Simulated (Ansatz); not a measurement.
Total density of states per atom from the program Ansatz at the r²SCAN level (PAW), in 0.25 eV bins, energy from the valence-band maximum:

(E (eV), states/eV/atom): (-7.86, 0.00); (-7.61, 0.00); (-7.36, 0.00); (-7.11, 0.00); (-6.86, 0.00); (-6.61, 0.00); (-6.36, 0.00); (-6.11, 0.00); (-5.86, 0.00); (-5.61, 0.00); (-5.36, 0.00); (-5.11, 0.00); (-4.86, 0.66); (-4.61, 1.73); (-4.36, 0.27); (-4.11, 0.15); (-3.86, 2.52); (-3.61, 0.00); (-3.36, 0.00); (-3.11, 0.09); (-2.86, 0.78); (-2.61, 1.17); (-2.36, 0.63); (-2.11, 0.00); (-1.86, 0.00); (-1.61, 0.00); (-1.36, 2.12); (-1.11, 1.52); (-0.86, 1.54); (-0.61, 1.65); (-0.36, 2.20); (-0.11, 1.64); (0.14, 0.00); (0.39, 0.00); (0.64, 0.00); (0.89, 0.00); (1.14, 0.00); (1.39, 0.00); (1.64, 0.00); (1.89, 0.00); (2.14, 0.03); (2.39, 0.33); (2.64, 0.42); (2.89, 1.00); (3.14, 0.01); (3.39, 0.00); (3.64, 0.00); (3.89, 0.00); (4.14, 0.00); (4.39, 0.00); (4.64, 0.00); (4.89, 0.00); (5.14, 0.00); (5.39, 0.00); (5.64, 0.00); (5.89, 0.00); (6.14, 0.00); (6.39, 0.00); (6.64, 0.03); (6.89, 0.08)

Task: Which of these materials gives this?
(A) LiCl, rock salt
(B) Rb2PtCl6, Fm-3m (Rb on 8c, Pt on 4a, Cl on 24e)
(C) Ge3Pt2, Pnma (Pearson symbol oP20)
(D) MnPt, L1₀ or tetragonal B2

Result: B, Rb2PtCl6, Fm-3m (Rb on 8c, Pt on 4a, Cl on 24e). Top 1 eV of the valence band: Cl 3p 84 %, Pt 5d 14 %. Bottom 1 eV of the conduction band: Cl 3p 56 %, Pt 5d 39 %. Projections are on Löwdin-orthogonalised atomic valence shells; empty p or d shells of many metals are not among them.

The workflow started from a Materials Project entry (that database holds measured and hypothetical structures alike); the Crystallography Open Database files this formula in space group No. 225, but the cells were not matched. Whether it is the stable phase at ambient conditions was not checked. Symmetry was held in the r²SCAN relaxation; its stability against distortions is not shown here. No spin polarisation was allowed. Scalar-relativistic: spin–orbit coupling is off unless named, which matters more the heavier the elements.

Potentials: the later of the program's two PAW sets.
